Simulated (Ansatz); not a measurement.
Here is the system:

AlRh:
```
AlRh
1.0
    2.97706     0.00000     0.00000
    0.00000     2.97706     0.00000
    0.00000     0.00000     2.97706
Al Rh
1 1
Direct
  0.50000   0.50000   0.50000
  0.00000   0.00000   0.00000
```

This is the r²SCAN-relaxed structure.

Question: All from the program Ansatz at the r²SCAN level (PAW), unless another level is named. Estimate the density of states at the Fermi level.

Answer: 0.21 states/eV per atom (mean over ±0.08 eV).

Question: And the formation energy from the elements (no fitted shifts)?

Answer: -1.17 eV/atom.

Question: Next, the gap with spin–orbit coupling?

Answer: none (metallic).

Space group Pm-3m (CsCl type). The cell is a constructed one: a structure type filled with these elements; the Crystallography Open Database copy checked does not list it. Its standing as an ambient phase is unchecked. The cell was relaxed with r²SCAN under the symmetry of its start; whether a distortion lowers the energy is not shown. No spin polarisation was allowed. The references are the lowest solids computed at this level, not always the standard phases. Scalar-relativistic: spin–orbit coupling is off unless named, which matters more the heavier the elements.

Potentials: the earlier of the program's two PAW sets.
